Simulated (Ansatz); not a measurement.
Consider the following.

YSiNi:
```xyz
12
Lattice="6.8713 0.0000 0.0000 0.0000 4.1427 0.0000 0.0000 0.0000 7.1532" Properties=species:S:1:pos:R:3 pbc="T T T"
Y      3.3751     1.0357     1.4489
Y      3.4962     3.1070     5.7042
Y      0.0605     3.1070     5.0255
Y      6.8108     1.0357     2.1277
Si     5.5523     1.0357     6.5237
Si     1.3190     3.1070     0.6295
Si     4.7547     3.1070     2.9471
Si     2.1166     1.0357     4.2061
Ni     5.5962     3.1070     0.5788
Ni     1.2751     1.0357     6.5744
Ni     4.7108     1.0357     4.1554
Ni     2.1605     3.1070     2.9978
```

This is the r²SCAN-relaxed structure.

Problem. All from r²SCAN in the plane-wave PAW code Ansatz, unless another level is named. Estimate the electronic character.

Solution. metallic (no gap).

Problem. Give the formation energy from the elements (no fitted shifts).

Solution. -0.84 eV/atom.

Problem. And the density of states at the Fermi level?

Solution. 0.57 states/eV per atom (mean over ±0.08 eV).

Space group Pnma. The workflow started from a Materials Project entry (that database holds measured and hypothetical structures alike); the Crystallography Open Database copy checked does not list it. With Si and Ni taken as one species the cell has the higher symmetry Imma, so it may be an ordered model of a mixed-site phase. Whether it is the stable phase at ambient conditions was not checked. The r²SCAN relaxation kept the symmetry of its start; whether a distortion lowers the energy is not shown. The run is not spin-polarised. The references are the lowest solids computed at this level, not always the standard phases. Spin–orbit coupling is left out wherever it is not named.

Potentials: the earlier of the program's two PAW sets.
